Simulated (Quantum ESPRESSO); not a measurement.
Band energies of TlBr

```xyz
2
Lattice="0.0000 3.3420 3.3420 3.3420 0.0000 3.3420 3.3420 3.3420 0.0000" Properties=species:S:1:pos:R:3 pbc="T T T"
Br     3.3420     3.3420     3.3420
Tl     0.0000     0.0000     0.0000
```

LDA (pw.x of Quantum ESPRESSO, ONCV potentials, without SOC); path ΓXWKΓLUWLK,UX; energies in eV from the valence-band maximum.

```csv
k (1/Å),point,band 6,band 7,band 8,band 9,band 10,band 11,band 12,band 13
0.00,Γ,-9.90,-4.32,-1.56,-1.56,-1.56,6.05,6.05,6.05
0.23,,-9.90,-4.50,-1.64,-1.64,-1.14,4.49,5.78,5.78
0.47,,-9.89,-4.65,-1.83,-1.83,-0.99,3.48,5.60,5.60
0.82,,-9.82,-4.17,-2.68,-2.09,-2.09,4.85,5.72,5.77
0.94,X,-9.81,-4.00,-2.97,-2.11,-2.11,5.06,5.67,5.80
1.06,,-9.81,-4.09,-2.94,-2.14,-1.92,5.04,5.32,5.45
1.29,,-9.82,-4.42,-2.72,-2.39,-1.01,4.02,4.92,4.93
1.41,W,-9.82,-4.47,-2.56,-2.56,-0.81,3.73,4.89,4.89
1.74,K,-9.83,-4.52,-2.74,-1.85,-1.34,3.98,4.92,5.01
1.94,,-9.86,-4.84,-2.43,-1.57,-0.68,3.00,4.42,4.83
2.14,,-9.87,-4.92,-2.09,-1.39,-0.41,2.76,4.26,4.89
2.44,,-9.89,-4.62,-1.69,-1.45,-1.06,4.22,5.09,5.49
2.64,,-9.90,-4.37,-1.58,-1.55,-1.50,5.68,5.89,5.97
2.74,Γ,-9.90,-4.32,-1.56,-1.56,-1.56,6.05,6.05,6.05
2.84,,-9.90,-4.37,-1.56,-1.56,-1.50,5.69,5.91,5.91
3.15,,-9.89,-4.83,-1.49,-1.49,-0.83,3.53,4.81,4.81
3.35,,-9.88,-5.11,-1.43,-1.43,-0.28,2.43,4.23,4.23
3.55,L,-9.88,-5.21,-1.40,-1.40,0.00,1.96,4.02,4.02
3.67,,-9.88,-5.18,-1.52,-1.43,-0.13,2.12,4.08,4.13
3.90,,-9.86,-4.90,-2.20,-1.63,-0.76,3.02,4.49,4.65
4.13,U,-9.83,-4.52,-2.74,-1.85,-1.34,3.98,4.92,5.01
4.46,W,-9.82,-4.47,-2.56,-2.56,-0.81,3.73,4.89,4.89
4.65,,-9.84,-4.67,-2.39,-2.22,-0.76,3.41,4.78,4.81
4.84,,-9.87,-4.99,-1.94,-1.67,-0.52,2.71,4.38,4.51
5.13,L,-9.88,-5.21,-1.40,-1.40,0.00,1.96,4.02,4.02
5.29,,-9.87,-5.14,-1.63,-1.46,-0.24,2.26,4.14,4.23
5.46,,-9.87,-4.93,-2.14,-1.61,-0.71,2.94,4.46,4.62
5.70,K,-9.83,-4.52,-2.74,-1.85,-1.34,3.98,4.92,5.01
5.70,U,-9.83,-4.52,-2.74,-1.85,-1.34,3.98,4.92,5.01
5.78,,-9.82,-4.35,-2.84,-1.96,-1.62,4.47,4.97,5.30
6.03,X,-9.81,-4.00,-2.97,-2.11,-2.11,5.06,5.67,5.80
```

The LDA gap is direct, 1.96 eV at L.

Spin-orbit coupling is left out; with 6p states at a band edge it can lower the gap by many tenths of an eV, most of a small gap.

Geometry of the Materials Project entry, not relaxed at this level.

This is not the ordinary phase of the substance; no match was found in the copy of COD used, and its stability was not checked.
